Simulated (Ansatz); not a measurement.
With the program Ansatz at the LDA level (PAW), CoPtO₂ in the trigonal phase (R-3m; Co on 3b, Pt on 3a, O on 6c) relaxes to a = 2.783 Å, c = 17.560 Å. Co has 6 nearest neighbours from 1.87 Å (octahedral); Pt has 2 nearest neighbours from 1.97 Å (linear); O has 4 nearest neighbours from 1.87 Å (tetrahedral). Its formation energy from the elements is -0.99 eV/atom, with no fitted shifts.

Electronic character: metallic (no gap).

The highest mode at Γ lies at 729 cm^-1.

The LDA relaxation kept the symmetry of its start; of distortions, only those at the zone centre were tested. No spin polarisation was allowed. No Hubbard U is applied. Without spin polarisation and U, an open-shell compound can come out a false metal. As this level gives no gap, phonon frequencies hold no LO–TO term and depend on the k-mesh and smearing (Fermi–Dirac, 0.1 eV here). The references are the lowest solids computed at this level, not always the standard phases (solids in place of the gases). Scalar-relativistic: spin–orbit coupling is off unless named, which matters more the heavier the elements.

Potentials: the later of the program's two PAW sets.
